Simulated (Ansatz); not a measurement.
TiO2 (Pbca), relaxed and computed with several functionals in Ansatz (plane waves, PAW). Much of their spread follows the volume that each gives.

```json
[
 {"functional": "LDA", "V (Å³/atom)": "10.36", "K_Hill (GPa)": "230"},
 {"functional": "PBE", "V (Å³/atom)": "10.98", "K_Hill (GPa)": "188"},
 {"functional": "r²SCAN", "V (Å³/atom)": "10.72", "K_Hill (GPa)": "?"},
 {"functional": "PBEsol", "V (Å³/atom)": "10.64", "K_Hill (GPa)": "212"}
]
```

Fit a straight line to ln K against ln V and predict the withheld value.

Least squares on the 3 shown rows: ln K = -3.48 × ln V + (13.578), with a scatter of 0.5 %. For r²SCAN this gives 205. The run itself gave 216, a miss of 5.1 % of that, well beyond the scatter: the line misses something about this case.

All cells were relaxed under the symmetry of their starts (and spin orders); stability against distortions was not tested throughout. Rows with no word on spin ran without spin polarisation.

Potentials: the later of the program's two PAW sets.

Ansatz (a program for electronic structure) is a plane-wave DFT program.
